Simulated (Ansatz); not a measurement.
RbCl:
```
RbCl
1.0
    0.00000     3.27143     3.27143
    3.27143     0.00000     3.27143
    3.27143     3.27143     0.00000
Rb Cl
1 1
Cartesian
  0.00000   0.00000   0.00000
  3.27143   3.27143   3.27143
```

Relaxed with PBEsol. Special points in fractions of this cell's reciprocal vectors: Γ (0.000, 0.000, 0.000); X (0.500, 0.000, 0.500); U (0.625, 0.250, 0.625); K (0.375, 0.375, 0.750); L (0.500, 0.500, 0.500); W (0.500, 0.250, 0.750).

Problem. List the band energies nearest the valence-band maximum at these points for PBEsol (plane waves, PAW; program Ansatz).

Solution. In eV from the valence-band maximum; about four levels below and three above (degenerate sets whole), none deeper than 8.9 eV; points with the same levels are listed once.

```tsv
k	below	above
Γ	-7.89 -7.89 -7.89 0.00 0.00 0.00	4.90 7.90 7.90 7.90
X	-8.00 -8.00 -0.32 -0.10 -0.10	6.07 8.02 9.65
U	-7.95 -0.42 -0.29 -0.23	6.83 8.64 9.03
L	-7.86 -0.91 -0.36 -0.36	7.65 7.93 10.16 10.16
W	-7.87 -0.47 -0.24 -0.24	7.57 7.57 9.30
```

Space group Fm-3m (rock salt). The cell was relaxed with PBEsol under the symmetry of its start. Spin–orbit coupling is left out wherever it is not named.

Potentials: the later of the program's two PAW sets.
